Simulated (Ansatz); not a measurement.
Relaxation of a generated cell, Y built in the AFLOW prototype A_oC8_64_f (A11, as in Ga); 4 atoms in the cell, which starts as Cmce (No. 64), oS8; a = 5.3856 Å, b = 9.1220 Å, c = 5.3867 Å, α = β = γ = 90.00°. Computed with PBE (plane waves to 420 eV, PAW, scalar-relativistic; Ansatz, an electronic-structure program). Γ-centred k-mesh 7×7×6 on the run's cell (coarser than for final values), Fermi–Dirac smearing 0.05 eV. This is the first round of the run. 

The optimiser's lines from the output (shortened; P is positive under compression):

```
relax step   1: F+E_penalty+E_count = -15390.92601743 eV  Δ(F+E_penalty+E_count) = +0.000e0 eV  max|allowed force component| = 2.955e-1 eV/Å  Δτ_max = 0.0000 Å  P = +4.907 GPa  Ω = 132.317 Å³  (6 SCF iters, dr2 threshold 1.00e-7 eV, accepted)
relax step   2: F+E_penalty+E_count = -15391.29987883 eV  Δ(F+E_penalty+E_count) = -3.739e-1 eV  max|allowed force component| = 2.845e-1 eV/Å  Δτ_max = 0.0471 Å  P = +1.851 GPa  Ω = 142.411 Å³  (6 SCF iters, dr2 threshold 4.00e-7 eV, accepted)
relax step   3: F+E_penalty+E_count = -15391.67167603 eV  Δ(F+E_penalty+E_count) = -3.718e-1 eV  max|allowed force component| = 4.024e-1 eV/Å  Δτ_max = 0.0755 Å  P = +0.387 GPa  Ω = 147.587 Å³  (6 SCF iters, dr2 threshold 4.00e-7 eV, accepted)
relax step   4: F+E_penalty+E_count = -15392.13452187 eV  Δ(F+E_penalty+E_count) = -4.628e-1 eV  max|allowed force component| = 4.742e-1 eV/Å  Δτ_max = 0.0931 Å  P = -0.729 GPa  Ω = 150.425 Å³  (6 SCF iters, dr2 threshold 4.00e-7 eV, accepted)
relax step   5: F+E_penalty+E_count = -15392.65062938 eV  Δ(F+E_penalty+E_count) = -5.161e-1 eV  max|allowed force component| = 5.309e-1 eV/Å  Δτ_max = 0.1115 Å  P = -1.596 GPa  Ω = 151.346 Å³  (6 SCF iters, dr2 threshold 4.00e-7 eV, accepted)
relax step   6: F+E_penalty+E_count = -15393.23464408 eV  Δ(F+E_penalty+E_count) = -5.840e-1 eV  max|allowed force component| = 3.593e-2 eV/Å  Δτ_max = 0.1376 Å  P = -0.836 GPa  Ω = 145.298 Å³  (6 SCF iters, dr2 threshold 4.00e-7 eV, accepted)
relax step   7: F+E_penalty+E_count = -15393.41078399 eV  Δ(F+E_penalty+E_count) = -1.761e-1 eV  max|allowed force component| = 1.310e-1 eV/Å  Δτ_max = 0.0373 Å  P = -0.142 GPa  Ω = 137.608 Å³  (6 SCF iters, dr2 threshold 4.00e-7 eV, accepted)
relax step   8: F+E_penalty+E_count = -15393.46539545 eV  Δ(F+E_penalty+E_count) = -5.461e-2 eV  max|allowed force component| = 3.345e-2 eV/Å  Δτ_max = 0.0295 Å  P = +0.188 GPa  Ω = 135.209 Å³  (5 SCF iters, dr2 threshold 4.00e-7 eV, accepted)
relax step   9: F+E_penalty+E_count = -15393.56839739 eV  Δ(F+E_penalty+E_count) = -1.030e-1 eV  max|allowed force component| = 7.110e-2 eV/Å  Δτ_max = 0.0064 Å  P = +0.730 GPa  Ω = 132.366 Å³  (5 SCF iters, dr2 threshold 4.00e-7 eV, accepted)
relax step  10: F+E_penalty+E_count = -15393.75858672 eV  Δ(F+E_penalty+E_count) = -1.902e-1 eV  max|allowed force component| = 1.040e-1 eV/Å  Δτ_max = 0.0131 Å  P = +0.607 GPa  Ω = 131.096 Å³  (5 SCF iters, dr2 threshold 4.00e-7 eV, accepted)
relax step  11: F+E_penalty+E_count = -15393.81611125 eV  Δ(F+E_penalty+E_count) = -5.752e-2 eV  max|allowed force component| = 1.691e-2 eV/Å  Δτ_max = 0.0241 Å  P = +0.897 GPa  Ω = 128.311 Å³  (5 SCF iters, dr2 threshold 4.00e-7 eV, accepted)
relax step  12: F+E_penalty+E_count = -15393.82528024 eV  Δ(F+E_penalty+E_count) = -9.169e-3 eV  max|allowed force component| = 6.321e-2 eV/Å  Δτ_max = 0.0172 Å  P = -0.500 GPa  Ω = 133.145 Å³  (5 SCF iters, dr2 threshold 4.00e-7 eV, accepted)
relax step  13: F+E_penalty+E_count = -15393.83038115 eV  Δ(F+E_penalty+E_count) = -5.101e-3 eV  max|allowed force component| = 2.634e-3 eV/Å  Δτ_max = 0.0096 Å  P = +0.234 GPa  Ω = 130.666 Å³  (4 SCF iters, dr2 threshold 4.00e-7 eV, accepted)
relax step  14: F+E_penalty+E_count = -15393.83125467 eV  Δ(F+E_penalty+E_count) = -8.735e-4 eV  max|allowed force component| = 1.350e-3 eV/Å  Δτ_max = 0.0013 Å  P = -0.042 GPa  Ω = 131.487 Å³  (4 SCF iters, dr2 threshold 3.04e-7 eV, accepted)
relax step  15: F+E_penalty+E_count = -15393.83131333 eV  Δ(F+E_penalty+E_count) = -5.866e-5 eV  max|allowed force component| = 3.464e-4 eV/Å  Δτ_max = 0.0011 Å  P = -0.002 GPa  Ω = 131.372 Å³  (4 SCF iters, dr2 threshold 2.11e-8 eV, accepted)
relax step  16: F+E_penalty+E_count = -15393.88701825 eV  Δ(F+E_penalty+E_count) = -5.570e-2 eV  max|allowed force component| = 3.421e-4 eV/Å  Δτ_max = 0.0000 Å  P = +0.537 GPa  Ω = 131.372 Å³  stress off target by 1.47e0 GPa  SCF on the basis re-selected at this cell (its energy is not comparable with the rows above)  (7 SCF iters)
relax step  17: F+E_penalty+E_count = -15393.89663340 eV  Δ(F+E_penalty+E_count) = -9.615e-3 eV  max|allowed force component| = 1.240e-4 eV/Å  Δτ_max = 0.0010 Å  P = +0.127 GPa  Ω = 132.973 Å³  (5 SCF iters, dr2 threshold 4.00e-7 eV, accepted)
relax step  18: F+E_penalty+E_count = -15393.89740680 eV  Δ(F+E_penalty+E_count) = -7.734e-4 eV  max|allowed force component| = 6.822e-4 eV/Å  Δτ_max = 0.0003 Å  P = -0.002 GPa  Ω = 133.516 Å³  (4 SCF iters, dr2 threshold 3.83e-7 eV, accepted)
relax step  19: F+E_penalty+E_count = -15393.89741119 eV  Δ(F+E_penalty+E_count) = -4.390e-6 eV  max|allowed force component| = 8.536e-4 eV/Å  Δτ_max = 0.0002 Å  P = +0.003 GPa  Ω = 133.506 Å³  (4 SCF iters, dr2 threshold 1.08e-9 eV, accepted)
relax step  20: F+E_penalty+E_count = -15393.89745525 eV  Δ(F+E_penalty+E_count) = -4.406e-5 eV  max|allowed force component| = 8.583e-4 eV/Å  Δτ_max = 0.0000 Å  P = +0.003 GPa  Ω = 133.506 Å³  stress off target by 5.71e-3 GPa  SCF on the basis re-selected at this cell (its energy is not comparable with the rows above)  (4 SCF iters)
```

From the first to the last row the energy changes by -0.74 eV/atom and the volume by +0.9 %. The last row is marked as not comparable with the walk above it, whose basis was carried along; it does compare with step 1, since both stand on a basis selected at the nominal cutoff for their own cell.

Energy and pressure jump between steps 15 and 16 at one geometry, where the plane-wave basis was selected anew. While the cell walks, the set of plane waves is carried along, so its effective cutoff drifts with the strain; re-selecting it at 420 eV moved the energy by -0.014 eV/atom and the pressure by 0.5 GPa. Only step 1 and rows on a re-selected basis compare with each other.

Later rounds, restarted from the end of this one on a renewed k-mesh, logged 6 more steps and released under 0.01 eV/atom more. The final structure after all rounds: Fmmm (No. 69), oF8; a = 3.7013 Å, b = 5.7863 Å, c = 12.4721 Å, α = β = γ = 90.00°. Between re-selections the logged energies stand on a plane-wave basis carried along with the cell. No spin polarisation in the result.

The run could not lose the symmetry of its start: the end is stationary, and may be a saddle point rather than a minimum.

The relaxed structure here is a generated cell of Y: the first start was made by placing the elements on the sites of a structure type, and the end was not matched to a known phase here, so it may be hypothetical. Known forms of Y include space group No. 194.
